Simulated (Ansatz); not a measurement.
Geometry optimisation in Ansatz: input, command and trajectory.

```yaml
crystal:
  lattice:
    - [-2.1092871227, 2.1092871227, 5.4633545837]
    - [2.1092871227, -2.1092871227, 5.4633545837]
    - [2.1092871227, 2.1092871227, -5.4633545837]
  atoms:
    - { symbol: Cs, position: [0.0, 0.0, 0.0] }
    - { symbol: C, position: [0.75, 0.25, 0.5], spin: 0.63 }
    - { symbol: C, position: [0.25, 0.75, 0.5], spin: 0.63 }
    - { symbol: O, position: [0.3643, 0.3643, 0.0], spin: -0.3 }
    - { symbol: O, position: [0.6357, 0.6357, 0.0], spin: -0.3 }
basis:
  ecutwfc: 420
kpoints:
  mp_grid: { grid: [6, 6, 6] }
hamiltonian:
  xc: pbesol
scf:
  occupations: { method: gaussian, width: 0.1 }
  lower_state_search: "off"
output:
  forces: true
  stress: true
  eigenvalues: true
  populations: true
magnetization:
  spin_polarized: true
relax:
  adjacent_minimum: "off"
  f_tol: 0.04
  max_steps: 70
  cell: { stress_tol: 0.4 }
```

```bash
ansatz run input.yaml --threads 1 --pin off --max-ram 2560MiB --backend cpu --events-out ev --progress --plain --runs-dir out
```

All numbers below come from Ansatz 0.2.0, DFT PBEsol, scalar-relativistic, plane waves, PAW.

Of 10 frames 10 are shown, positions in Å and forces in eV/Å; the SCF threshold varies from step to step. Steps run on the plane waves of an earlier cell, with a Pulay correction in the pressure. The basis is chosen afresh for the last frame, the zero of the energies, and at times for earlier ones too; energy and pressure step there, also at an unchanged geometry. Here that happened at step 8 (3 meV/atom, -0.4 GPa); the frames before carry an error of that size.

```xyz
5
Lattice="-2.1093 2.1093 5.4634 2.1093 -2.1093 5.4634 2.1093 2.1093 -5.4634" Properties=species:S:1:pos:R:3:forces:R:3 pbc="T T T" step=1 free_energy_over_end_meV_per_atom=921.88 pressure_GPa=-14.00
Cs    0.0000    0.0000    0.0000    0.0000    0.0000    0.0000
C     0.0000    2.1093    2.7317    0.0000    0.0000    0.0000
C     2.1093    0.0000    2.7317    0.0000    0.0000    0.0000
O     0.0000    0.0000    3.9806    0.0000    0.0000   -2.6468
O     0.0000    0.0000    6.9461    0.0000    0.0000    2.6468
5
Lattice="-2.0405 2.0405 5.3544 2.0405 -2.0405 5.3544 2.0405 2.0405 -5.3544" Properties=species:S:1:pos:R:3:forces:R:3 pbc="T T T" step=2 free_energy_over_end_meV_per_atom=566.60 pressure_GPa=-13.79
Cs    0.0000    0.0000    0.0000    0.0000    0.0000    0.0000
C     0.0000    2.0405    2.6772    0.0000    0.0000    0.0000
C     2.0405    0.0000    2.6772    0.0000    0.0000    0.0000
O     0.0000    0.0000    3.7068    0.0000    0.0000   -2.4139
O     0.0000    0.0000    7.0020    0.0000    0.0000    2.4139
5
Lattice="-1.9549 1.9549 5.2801 1.9549 -1.9549 5.2801 1.9549 1.9549 -5.2801" Properties=species:S:1:pos:R:3:forces:R:3 pbc="T T T" step=3 free_energy_over_end_meV_per_atom=253.15 pressure_GPa=-10.76
Cs    0.0000    0.0000    0.0000    0.0000    0.0000    0.0000
C     0.0000    1.9549    2.6401    0.0000    0.0000    0.0000
C     1.9549    0.0000    2.6401    0.0000    0.0000    0.0000
O     0.0000    0.0000    3.4669    0.0000    0.0000   -1.6883
O     0.0000    0.0000    7.0933    0.0000    0.0000    1.6883
5
Lattice="-1.8521 1.8521 5.2568 1.8521 -1.8521 5.2568 1.8521 1.8521 -5.2568" Properties=species:S:1:pos:R:3:forces:R:3 pbc="T T T" step=4 free_energy_over_end_meV_per_atom=44.62 pressure_GPa=-4.36
Cs    0.0000    0.0000    0.0000    0.0000    0.0000    0.0000
C     0.0000    1.8521    2.6284    0.0000    0.0000    0.0000
C     1.8521    0.0000    2.6284    0.0000    0.0000    0.0000
O     0.0000    0.0000    3.2709    0.0000    0.0000   -0.8846
O     0.0000    0.0000    7.2428    0.0000    0.0000    0.8846
5
Lattice="-1.7961 1.7961 5.3318 1.7961 -1.7961 5.3318 1.7961 1.7961 -5.3318" Properties=species:S:1:pos:R:3:forces:R:3 pbc="T T T" step=5 free_energy_over_end_meV_per_atom=-0.83 pressure_GPa=0.48
Cs    0.0000    0.0000    0.0000    0.0000    0.0000    0.0000
C     0.0000    1.7961    2.6659    0.0000    0.0000    0.0000
C     1.7961    0.0000    2.6659    0.0000    0.0000    0.0000
O     0.0000    0.0000    3.1267    0.0000    0.0000   -0.1371
O     0.0000    0.0000    7.5369    0.0000    0.0000    0.1371
5
Lattice="-1.8123 1.8123 5.2716 1.8123 -1.8123 5.2716 1.8123 1.8123 -5.2716" Properties=species:S:1:pos:R:3:forces:R:3 pbc="T T T" step=6 free_energy_over_end_meV_per_atom=-2.07 pressure_GPa=-0.56
Cs    0.0000    0.0000    0.0000    0.0000    0.0000    0.0000
C     0.0000    1.8123    2.6358    0.0000    0.0000    0.0000
C     1.8123    0.0000    2.6358    0.0000    0.0000    0.0000
O     0.0000    0.0000    3.0496    0.0000    0.0000    0.0953
O     0.0000    0.0000    7.4935    0.0000    0.0000   -0.0953
5
Lattice="-1.8055 1.8055 5.2709 1.8055 -1.8055 5.2709 1.8055 1.8055 -5.2709" Properties=species:S:1:pos:R:3:forces:R:3 pbc="T T T" step=7 free_energy_over_end_meV_per_atom=-3.06 pressure_GPa=-0.01
Cs    0.0000    0.0000    0.0000    0.0000    0.0000    0.0000
C     0.0000    1.8055    2.6355    0.0000    0.0000    0.0000
C     1.8055    0.0000    2.6355    0.0000    0.0000    0.0000
O     0.0000    0.0000    3.0688    0.0000    0.0000   -0.0073
O     0.0000    0.0000    7.4730    0.0000    0.0000    0.0073
5
Lattice="-1.8055 1.8055 5.2709 1.8055 -1.8055 5.2709 1.8055 1.8055 -5.2709" Properties=species:S:1:pos:R:3:forces:R:3 pbc="T T T" step=8 free_energy_over_end_meV_per_atom=0.12 pressure_GPa=-0.42
Cs    0.0000    0.0000    0.0000    0.0000    0.0000    0.0000
C     0.0000    1.8055    2.6355    0.0000    0.0000    0.0000
C     1.8055    0.0000    2.6355    0.0000    0.0000    0.0000
O     0.0000    0.0000    3.0688    0.0000    0.0000   -0.0044
O     0.0000    0.0000    7.4730    0.0000    0.0000    0.0044
5
Lattice="-1.8025 1.8025 5.2499 1.8025 -1.8025 5.2499 1.8025 1.8025 -5.2499" Properties=species:S:1:pos:R:3:forces:R:3 pbc="T T T" step=9 free_energy_over_end_meV_per_atom=-0.30 pressure_GPa=0.06
Cs    0.0000    0.0000    0.0000    0.0000    0.0000    0.0000
C     0.0000    1.8025    2.6249    0.0000    0.0000    0.0000
C     1.8025    0.0000    2.6249    0.0000    0.0000    0.0000
O     0.0000    0.0000    3.0580    0.0000    0.0000   -0.0018
O     0.0000    0.0000    7.4418    0.0000    0.0000    0.0018
5
Lattice="-1.8025 1.8025 5.2499 1.8025 -1.8025 5.2499 1.8025 1.8025 -5.2499" Properties=species:S:1:pos:R:3:forces:R:3 pbc="T T T" step=10 free_energy_over_end_meV_per_atom=0.00 pressure_GPa=0.04
Cs    0.0000    0.0000    0.0000    0.0000    0.0000    0.0000
C     0.0000    1.8025    2.6249    0.0000    0.0000    0.0000
C     1.8025    0.0000    2.6249    0.0000    0.0000    0.0000
O     0.0000    0.0000    3.0580    0.0000    0.0000   -0.0015
O     0.0000    0.0000    7.4418    0.0000    0.0000    0.0015
```

The start puts this composition into another compound's structure type, which needn't suit it. At the end the space group is I4/mmm (tolerance 0.05 Å).

The run took 110 s on 1 thread of Arm Neoverse V2 (shared host), peak memory 0.43 GiB.

The k mesh is coarse. Spin-orbit coupling is left out, which matters for the bands of heavy elements.